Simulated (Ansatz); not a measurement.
This AlNi5 structure is the end of a relaxation. The cell was found from a structure generator's guess, not taken from experiment.

These are results of DFT PBE, scalar-relativistic, plane waves, PAW in Ansatz 0.2.0, not measurements. Cutoff 420 eV, Γ-centred mesh, Gaussian smearing, collinear spin.

```xyz
6
Lattice="2.6088 0.0000 0.0000 0.0000 2.6088 0.0000 0.0000 0.0000 9.9604" Properties=species:S:1:pos:R:3 pbc="T T T"
Al    0.0000    0.0000    0.0000
Ni    1.3044    1.3044    1.6531
Ni    1.3044    1.3044    8.3073
Ni    0.0000    0.0000    3.3502
Ni    1.3044    1.3044    4.9802
Ni    0.0000    0.0000    6.6102
```

Energies over the elements count from the elements' standard structures at the same level, with no fitted energy shifts.

Q: Find its symmetry and describe it.

A: P4/mmm (No. 123), with Al and Ni ordered on fcc sites. Conventional cell: a = 2.609 Å, c = 9.960 Å. Al is surrounded by 8 Ni at 2.48 Å and 4 Al at 2.61 Å; around Ni on a site of symmetry 4mm lie 4 Al at 2.48 Å and 8 Ni at 2.51–2.61 Å; around Ni on a second site of symmetry 4mm lie 12 Ni at 2.46–2.61 Å; Ni on a site of symmetry 4/mmm is surrounded by 12 Ni at 2.46–2.61 Å.

Q: What is its formation energy per atom?

A: −0.18 eV/atom. Whether it is stable depends on the other phases of the system, which aren't compared here.

Q: Is it a metal?

A: Yes, bands cross the Fermi level on the 14×14×4 mesh.

Q: Which magnetic moments does it keep?

A: 0.33 μB per atom net, the space between the atoms included; by site: Ni 0.6 (×2), 0.7 μB.

The last run used collinear spin, a 14×14×4 mesh (in the run's order of axes) for its 6-atom cell and Gaussian smearing of 0.10 eV. Another magnetic order may lie lower. A structure relaxed within its symmetry needn't be a true minimum.
